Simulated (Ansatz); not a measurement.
**Work and stress of cleavage in C**

Level of theory: DFT r2SCAN, scalar-relativistic, plane waves, PAW in Ansatz 0.2.0. Settings: plane waves to 500 eV, k-mesh 10×10×2 (Γ-centred), Gaussian smearing 0.05 eV. No spin polarisation. Energies are free energies at this smearing, counted from the undisturbed cell; pressure is positive in compression.

Zero of the scan (relaxed at this level):

```
C
1.0
    -2.50319    0.00000    0.00000
    -1.25160   -2.16783    0.00000
     0.00000    0.00000   12.50665
C
12
Direct
  0.33333 0.33333 0.93756
  0.33333 0.33333 0.27089
  0.33333 0.33333 0.60423
  0.66667 0.66667 0.10423
  0.66667 0.66667 0.43756
  0.66667 0.66667 0.77089
  0.33333 0.33333 0.06241
  0.33333 0.33333 0.39574
  0.33333 0.33333 0.72907
  0.66667 0.66667 0.22907
  0.66667 0.66667 0.56241
  0.66667 0.66667 0.89574
```

The cut lies on the cell's a–b face, a (0 0 1) plane (indices in the standard cell, whose axes needn't be the Cartesian ones shown) of area 5.43 Å², between layers 1.56 Å apart. Vector c is lengthened by d along the normal with the atoms' Cartesian places fixed: one unrelaxed cut a cell. The traction is positive where the two halves pull on each other.

| d (Å) | energy (J/m²) | traction (GPa) |
| --- | --- | --- |
| -0.30 | 5.74 | -501.4 |
| -0.15 | 1.07 | -162.4 |
| 0.00 | 0.00 | 0.0 |
| 0.25 | 1.50 | 96.8 |
| 0.50 | 4.18 | 110.9 |
| 0.75 | 6.85 | 100.7 |
| 1.00 | 9.16 | 84.1 |
| 1.50 | 12.53 | 51.8 |
| 2.00 | 14.50 | 28.7 |
| 3.00 | 15.91 | 4.8 |
| 6.00 | 16.11 | 0.0 |

What are the work of separation and the cleavage stress, and do they fit the universal binding curve?

The energy levels off near W ≈ 16.11 J/m² (the traction is down to 0.0 GPa), the energy of the two unrelaxed faces, 8.06 J/m² each on average. The largest sampled traction is 110.9 GPa at d = 0.50 Å, and a parabola through it and its two neighbours peaks at σ_max ≈ 111.0 GPa, d ≈ 0.52 Å. The curve E = W[1 − (1 + d/ℓ)exp(−d/ℓ)] peaks in traction at d = ℓ with σ_max = W/(eℓ); with 1 J/m² per Å = 10 GPa this W and σ_max give ℓ = 0.53 Å. A parabola through that curve at the same three d peaks at 0.57 Å, against 0.52 Å here, a fair fit. The opened faces are metallic here, and spin polarisation, left out, could lower W. Real crystals break at far lower stress, because cracks concentrate it, and on the plane of lowest W, which needn't be this one.

The cut is rigid; relaxing the faces lowers these energies and usually the stresses.

The gap closes along the scan, which can put kinks into the curve.

Cost: 11 runs of about 2.1 core-minutes in all, on AMD EPYC 7R43 (Zen 3) (shared hosts).